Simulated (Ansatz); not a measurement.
**Mg2Al3CrS8: Quadrupolar parameters**

The cell is a computed structure from the Materials Project (it need not be an observed phase), atoms as given.

Space group R-3m:H (No. 166); a = 7.2177, c = 17.7781 Å, γ = 120.00°.

```csv
site,Wyckoff,site symmetry,x,y,z
Mg,6c,3m,0.0000,0.0000,0.8745
Al,9e,.2/m,0.6667,0.8333,0.3333
Cr,3b,-3m,0.0000,0.0000,0.5000
S7,18h,.m,0.7001,0.8500,0.5873
S9,6c,3m,0.0000,0.0000,0.2618
```

One atom of each set is listed; the run and its k-mesh use a cell of 14 atoms with edges of 7.24, 7.24, 7.24 Å.

Level of theory: DFT, PBE, plane waves and PAW, scalar-relativistic, collinear spin, 420 eV cutoff, Γ-centred 5×5×5 k-points, Fermi–Dirac smearing 0.02 eV (Ansatz 0.2.0). Start moments as typed (μB): 3 on each Cr, none on the rest.

Conventions: |V_zz| ≥ |V_yy| ≥ |V_xx|, η = (V_xx − V_yy)/V_zz, C_Q = eQV_zz/h.

²⁵Mg: I = 5/2, Q = 199.4 mb; Al-27: I = 5/2, Q = 146.6 mb; 53Cr: I = 3/2, Q = -150.0 mb; S-33: I = 3/2, Q = -69.40 mb. Q values from Pyykkö, Mol. Phys. 116, 1328 (2018).

```json
{"site": "Mg", "atoms": "2", "first shell": "4 S at 2.42–2.43 Å", "V_xx, V_yy, V_zz (10²¹ V/m²)": "0.043, 0.043, -0.087", "η": "0.00", "C_Q (MHz)": "-0.418"}
{"site": "Al", "atoms": "3", "first shell": "6 S at 2.44 Å", "V_xx, V_yy, V_zz (10²¹ V/m²)": "0.16, 0.17, -0.34", "η": "0.04", "C_Q (MHz)": "-1.19"}
{"site": "Cr", "atoms": "1", "first shell": "6 S at 2.43 Å", "V_xx, V_yy, V_zz (10²¹ V/m²)": "0.34, 0.34, -0.67", "η": "0.00", "C_Q (MHz)": "2.44"}
{"site": "S7", "atoms": "6", "first shell": "1 Cr at 2.43 Å, 1 Mg at 2.43 Å, 2 Al at 2.44 Å", "V_xx, V_yy, V_zz (10²¹ V/m²)": "0.16, 1.49, -1.64", "η": "0.81", "C_Q (MHz)": "2.76"}
{"site": "S9", "atoms": "2", "first shell": "1 Mg at 2.42 Å, 3 Al at 2.44 Å", "V_xx, V_yy, V_zz (10²¹ V/m²)": "0.61, 0.61, -1.22", "η": "0.00", "C_Q (MHz)": "2.05"}
```

An axis of threefold or higher order runs through Mg, Cr and S9, so V_zz lies along it and η is zero.

All moments are parallel here, as the start or the cell imposes; many such compounds order antiparallel, where fields and spin densities carried over to other atoms largely cancel. The magnetic order is the one that the run reached from its start moments, not necessarily the measured one.
